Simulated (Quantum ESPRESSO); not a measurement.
Simulation results for Mg2AlS3Cl (made-up cell, one site empty)

Computed with Quantum ESPRESSO 7.5. Calculation on a made-up crystal cell, not a measurement: periodic Kohn-Sham density functional theory in plane waves with PseudoDojo standard norm-conserving scalar-relativistic pseudopotentials, each functional with its own files (v0.5 for PBE, v0.4.1 for LDA and PBEsol), no spin polarisation, no spin-orbit coupling, atoms not relaxed, stress positive in tension, energies less a fixed whole-eV offset for each atom's element; levels are Kohn-Sham levels at fractions of this cell's reciprocal vectors, counted from the reference band (half the neutral cell's valence electrons, rounded up) at Gamma; error bars cover cutoff and k-mesh only, not smearing or the files; each bar is the largest change over components, and at least 0.002 eV, 0.002 eV per angstrom or 0.02 GPa; added strain carries the atoms with the cell, and shear is the tensor component; energies are for the whole cell, and the offsets were chosen from early runs and are not element reference energies; machines and their load varied, so run times do not measure scaling.

### Mg2AlS3Cl (made-up cell, one site empty)

```
CELL_PARAMETERS angstrom
5.38860 -0.01400 0.08980
-0.01400 5.38260 -0.02760
0.08980 -0.02760 5.33870
ATOMIC_POSITIONS crystal
Mg 0.01330 0.01506 0.00634
Al 0.99825 0.51066 0.50650
Mg 0.51189 0.00392 0.50882
Cl 0.26044 0.26572 0.24428
S 0.23928 0.74516 0.75235
S 0.74391 0.26073 0.74160
S 0.74818 0.73079 0.24247
```

| Item | Value |
| --- | --- |
| lattice type | zincblende/diamond |
| empty site | 4 |
| functional | pbe |
| cutoff | 1143 eV |
| fermi dirac smearing | 0.025 eV |
| scf tolerance | 1e-07 eV |
| electrons removed | 0 |
| run command | pw.x -nk 1 -in in |
| run processor | AMD EPYC, Zen 5 class, virtual cores |
| k mesh | 4 x 4 x 4, shifted by half a step |
| free energy less offsets | 4.567 eV |
| scf iterations | 9 |
| smearing term minus ts | 0 eV |
| pressure | 3.676 GPa |
| stress xx | -3.772 GPa |
| stress yy | -2.987 GPa |
| stress zz | -4.269 GPa |
| stress yz | -3.208 GPa |
| stress xz | 0.2894 GPa |
| stress xy | -0.5522 GPa |
| reference band | 24 |
| error bar energy | 0.002 eV |
| error bar stress | 0.02 GPa |
| error bar force | 0.004362 eV/Å |
| error bar next band up | 0.002 eV |
| error bars from | tighter rerun of this cell |
| wall time of scf and band steps on a shared machine | 244.4 s |

Atoms:
```csv
atoms element,atom site,atom energy offset (eV)
Mg,1,-1617
Al,2,-64
Mg,3,-1617
Cl,5,-449
S,6,-302
S,7,-302
S,8,-302
```

Forces:
```csv
site,x (eV/Å),y (eV/Å),z (eV/Å)
1,-1.383,-0.3864,-0.4221
2,-1.16,0.8768,0.297
3,-0.1328,-0.9893,-0.3494
5,0.347,0.8579,0.3861
6,0.4736,-0.9304,-0.6233
7,1.168,1.136,0.5331
8,0.6882,-0.5646,0.1786
```

Levels:
```csv
level k point,next band up (eV)
Gamma,2.49
"(1/2,1/2,1/2)",3.01
"(0.15,0,0)",2.794
"(0,0.15,0)",2.819
"(0,0,0.15)",2.788
```
